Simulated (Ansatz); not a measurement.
K$_{2}$GeAs$_{2}$ in space group Ibam (No. 72; K on 8j, Ge on 4b, As on 8j) at seven volumes, the program Ansatz at the PBEsol level (PAW), shape and atoms relaxed at each. One row is withheld.

```tsv
V (Å³/atom)	P (GPa)
27.527	2.60
28.434	1.58
29.342	0.72
30.249	0.00
31.157	?
32.064	-1.07
32.972	-1.43
```

Fit the shown pressures and predict the withheld one.

Third-order Birch–Murnaghan: P = (3/2)B₀(x^(7/2) − x^(5/2))[1 + (3/4)(B′ − 4)(x − 1)] with x = (V₀/V)^(2/3). Least squares on the six rows gives V₀ = 30.259 Å³/atom, B₀ = 21.28 GPa, B′ = 5.47. At V = 31.157, x = 0.9807 and P = -0.57 GPa. The run itself gave -0.60 GPa.

The first step of the workflow began from a Materials Project structure, measured or hypothetical; the Crystallography Open Database files this formula in space group No. 72, but the cells were not matched. Whether it is the stable phase at ambient conditions was not checked. The PBEsol relaxation kept the symmetry of its start; whether a distortion lowers the energy is not shown.

Potentials: the later of the program's two PAW sets.
